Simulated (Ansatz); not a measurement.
ZrNi₄Ag, a known structure type with other elements, at an estimated volume

```yaml
crystal:
  lattice:
    - [0.00000, 3.47300, 3.47300]
    - [3.47300, 0.00000, 3.47300]
    - [3.47300, 3.47300, 0.00000]
  atoms:
    - { symbol: Ni, position: [0.62500, 0.62500, 0.62500] }
    - { symbol: Ni, position: [0.12500, 0.62500, 0.62500] }
    - { symbol: Ni, position: [0.62500, 0.62500, 0.12500] }
    - { symbol: Ni, position: [0.62500, 0.12500, 0.62500] }
    - { symbol: Zr, position: [0.00000, 0.00000, 0.00000] }
    - { symbol: Ag, position: [0.25000, 0.25000, 0.25000] }
```

Single point in Ansatz 0.2.0 with PBE, no spin polarisation. Cutoff 420 eV, PAW datasets, 8×8×8 Γ-centred k mesh, cold filling (width 0.072 eV).

Problem. Is the cell too large or too small?

Solution. The pressure is -6.6 GPa (compression positive), so with the atoms held at these fractions the cell would first shrink.

Problem. What is the formation energy?

Solution. -0.34 eV an atom against the elements' usual phases (free molecules for gases, crystals otherwise, with no correction for O₂ or N₂), so it is bound against them; other compounds may still compete. Relaxing would lower it.

Problem. What do density and ELF say about some of the short contacts?

Solution. Ni–Ni at 2.46 Å: least valence density 0.34 e/Å³ and ELF 0.26 there. Ni–Zr at 2.88 Å: least valence density 0.22 e/Å³ and ELF 0.23 there. Ni–Ag at 2.88 Å: least valence density 0.20 e/Å³ and ELF 0.20 there. Both are smooth PAW fields, read partly inside the augmentation spheres.

Problem. Where is the largest force?

Solution. The largest is on Ni2 (and as large on other atoms): 0.12 eV/Å, components (-0.07, 0.07, 0.07). It makes 145° with the line to a nearest neighbour, Ni1 at 2.46 Å, pointing away from it.

Problem. Is there a gap?

Solution. It is a metal, with about 4.9 states/eV a cell as the mean within 0.25 eV of the Fermi level, mostly Ni d (81 %).

Origin: a known structure type with other elements, at an estimated volume, so it need not be a known compound. Caveats: no spin polarisation, so a magnetic state may lie lower.
